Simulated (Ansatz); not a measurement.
Relaxed candidate structures of Ca2RuO4:

A. P6/mmm (No. 191), hP7; a = 7.320 Å, b = 7.320 Å, c = 3.641 Å, α = 90.00°, β = 90.00°, γ = 120.00°; Ca 2d (0.333, 0.667, 0.500); O 3g (0.500, 0.500, 0.500); O 1a (0.000, 0.000, 0.000); Ru 1b (0.000, 0.000, 0.500); ferromagnetic

B. I4/mmm (No. 139), tI14, AFLOW prototype AB2C4_tI14_139_a_e_ce (as in La2CuO4); a = 3.8159 Å, b = 3.8159 Å, c = 12.2345 Å, α = 90.00°, β = 90.00°, γ = 90.00°; Ru 2a (0.000, 0.000, 0.000); Ca 4e (0.000, 0.000, 0.350); O 4c (0.000, 0.500, 0.000); O 4e (0.000, 0.000, 0.169); non-magnetic

C. Immm (No. 71), oI14; a = 6.037 Å, b = 6.217 Å, c = 6.411 Å, α = 90.00°, β = 90.00°, γ = 90.00°; Ca 2b (0.500, 0.000, 0.000); Ca 2c (0.000, 0.000, 0.500); O 8n (0.220, 0.281, 0.000); Ru 2d (0.000, 0.500, 0.000); ferromagnetic

Task: Rank these by energy per atom (lowest first), as PBE (plane waves to 420 eV, PAW, scalar-relativistic; Ansatz, an electronic-structure program) gives it.

Result: B (reference, the lowest among the structures calculated here), C (+0.42 eV/atom), A (+1.29 eV/atom)

1 run with a doubtful electronic state, a coarser numerical grid, an end not at rest or a source that can't be used is left out. Each run could gain symmetry but not lose that of its start, so entries can be saddle points. All of these are generated cells (placed on structure types, drawn at random, substituted or restacked) that were not matched to a known phase here. Each structure is listed in the lowest spin state found for it. The real structure of this composition may not be among these. Static energies at zero pressure. The runs use different k-meshes, so differences are rounded accordingly. Spin states reached: ferromagnetic, non-magnetic; non-magnetic ones ran without spin or lost their moments; spin orders were not searched systematically. No Hubbard U is applied.
